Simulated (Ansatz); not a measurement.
AlNi:
```yaml
crystal:
  lattice:
    - [2.83263, 0.00000, 0.00000]
    - [0.00000, 2.83263, 0.00000]
    - [0.00000, 0.00000, 2.83263]
  atoms:
    - { symbol: Al, position: [0.50000, 0.50000, 0.50000] }
    - { symbol: Ni, position: [0.00000, 0.00000, 0.00000] }
```

Relaxed with LDA. Special points in fractions of this cell's reciprocal vectors: Γ (0.000, 0.000, 0.000); X (0.000, 0.500, 0.000); M (0.500, 0.500, 0.000); R (0.500, 0.500, 0.500).

**Question.** List the band energies nearest the Fermi level at these points for plane-wave PAW LDA (Ansatz code).

**Answer.** In eV from the Fermi level; about four levels below and three above (degenerate sets whole), none deeper than 8.9 eV; points with the same levels are listed once.

| k | below | above |
|---|---|---|
| Γ | -3.48 -3.48 -1.63 -1.63 -1.63 | 5.69 5.69 5.69 |
| X | -2.39 -2.39 -1.54 -0.66 | 8.38 10.19 10.19 |
| M | -2.96 -2.96 -2.22 -2.22 -1.06 | 1.55 2.76 12.71 |
| R | -4.34 -4.34 -4.34 -1.03 -1.03 | 1.98 1.98 1.98 |

Space group Pm-3m (CsCl type). Symmetry was held in the LDA relaxation; of distortions, only those at the zone centre were tested. The run is not spin-polarised.

Potentials: the later of the program's two PAW sets.
